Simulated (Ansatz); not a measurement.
NbSbO$_{4}$:
```cif
data_Nb4O16Sb4
_chemical_formula_sum 'Nb4 Sb4 O16'
_space_group_name_H-M_alt 'Pna21'
_space_group_IT_number 33
_space_group_name_Hall 'P 2c -2n'
_cell_length_a 5.56599
_cell_length_b 4.93155
_cell_length_c 11.91083
_cell_angle_alpha 90.000
_cell_angle_beta 90.000
_cell_angle_gamma 90.000
loop_
_space_group_symop_operation_xyz
  'x, y, z'
  '-x, -y, z+1/2'
  '-x+1/2, y+1/2, z+1/2'
  'x+1/2, -y+1/2, z'
loop_
_atom_site_label
_atom_site_type_symbol
_atom_site_symmetry_multiplicity
_atom_site_Wyckoff_symbol
_atom_site_fract_x
_atom_site_fract_y
_atom_site_fract_z
_atom_site_occupancy
Nb1 Nb 4 a 0.39341 0.48607 0.00267 1
Sb1 Sb 4 a 0.45970 0.04804 0.25558 1
O1 O 4 a 0.13828 0.78175 0.04013 1
O2 O 4 a 0.14728 0.16551 0.33865 1
O3 O 4 a 0.32643 0.33349 0.14907 1
O4 O 4 a 0.07627 0.29782 0.93900 1
```

Relaxed with r²SCAN.

Question: Which orbitals make up the states near the band edges in the program Ansatz at the r²SCAN level (PAW)?

Answer: Top 1 eV of the valence band: O 2p 69 %, Sb 5s 15 %, Sb 5p 10 %. Bottom 1 eV of the conduction band: Nb 4d 68 %, O 2p 16 %, Sb 5p 11 %. Projections are on Löwdin-orthogonalised atomic valence shells; empty p or d shells of many metals are not among them.

Question: Tabulate the density of states.

Answer: States/eV per cell of 24 atoms, in 0.25 eV bins, energy from the valence-band maximum.

```
E (eV)  total   O 2p  Nb 4d  Sb 5p
------  -----  -----  -----  -----
-7.85    5.06   2.27   0.23   0.05
-7.60    4.07   1.83   0.19   0.05
-7.35    1.37   0.58   0.04   0.01
-7.10    0.01   0.01   0.00   0.00
-6.85    0.00   0.00   0.00   0.00
-6.60    0.00   0.00   0.00   0.00
-6.35    0.00   0.00   0.00   0.00
-6.10    2.05   1.35   0.34   0.31
-5.85   13.17   8.66   2.06   1.98
-5.60   14.79   9.72   2.66   1.84
-5.35   12.86   8.56   2.31   1.39
-5.10   13.34   8.95   2.55   1.15
-4.85   13.43   9.25   2.41   1.07
-4.60   13.95   9.79   2.41   0.99
-4.35   15.30  10.85   2.49   1.19
-4.10   14.64  10.49   2.56   0.81
-3.85   17.39  12.78   2.62   0.94
-3.60   17.74  13.44   2.41   0.83
-3.35   17.84  13.76   2.30   0.77
-3.10   16.66  13.16   1.90   0.67
-2.85   21.62  17.37   2.16   0.87
-2.60   19.85  16.37   1.78   0.71
-2.35   21.93  18.70   1.50   0.71
-2.10   20.24  17.74   1.04   0.54
-1.85   18.53  16.78   0.63   0.38
-1.60   25.42  23.32   0.78   0.49
-1.35   23.40  21.72   0.66   0.33
-1.10   13.11  11.67   0.39   0.35
-0.85   12.72   9.38   0.45   0.96
-0.60   10.31   7.62   0.28   0.86
-0.35    9.63   5.65   0.31   1.41
-0.10    4.08   2.37   0.11   0.62
0.15     0.00   0.00   0.00   0.00
0.40     0.00   0.00   0.00   0.00
0.65     0.00   0.00   0.00   0.00
0.90     0.00   0.00   0.00   0.00
1.15     0.00   0.00   0.00   0.00
1.40     0.00   0.00   0.00   0.00
1.65     0.00   0.00   0.00   0.00
1.90     0.00   0.00   0.00   0.00
2.15     0.00   0.00   0.00   0.00
2.40     0.00   0.00   0.00   0.00
2.65     0.00   0.00   0.00   0.00
2.90     0.90   0.10   0.66   0.11
3.15    14.10   1.79  10.32   1.35
3.40    15.53   2.53  10.82   1.46
3.65     8.22   1.52   5.60   0.71
3.90    12.17   2.36   6.80   2.10
4.15    13.08   2.73   6.88   2.45
4.40    10.06   2.26   5.28   1.72
4.65    15.62   3.58   7.21   3.23
4.90    14.39   3.21   5.69   3.85
5.15     7.46   1.71   2.54   2.29
5.40    13.21   3.03   3.86   4.45
5.65     6.04   1.26   1.38   2.50
5.90     9.11   1.65   1.54   4.38
6.15     7.18   1.34   0.94   3.62
6.40    11.58   2.25   1.58   5.78
6.65     1.91   0.36   0.30   0.94
6.90    10.77   2.14   2.74   3.91
7.15     5.34   1.08   1.50   1.79
7.40     5.06   1.12   1.78   1.21
7.65    10.50   2.42   4.23   1.96
```

Space group Pna2_1. The workflow started from a Materials Project entry (that database holds measured and hypothetical structures alike); the Crystallography Open Database files this formula in space group No. 33, but the cells were not matched. Its standing as an ambient phase is unchecked. The r²SCAN relaxation kept the symmetry of its start; whether a distortion lowers the energy is not shown. The run is not spin-polarised. Scalar-relativistic: spin–orbit coupling is off unless named, which matters more the heavier the elements.

Potentials: the later of the program's two PAW sets.
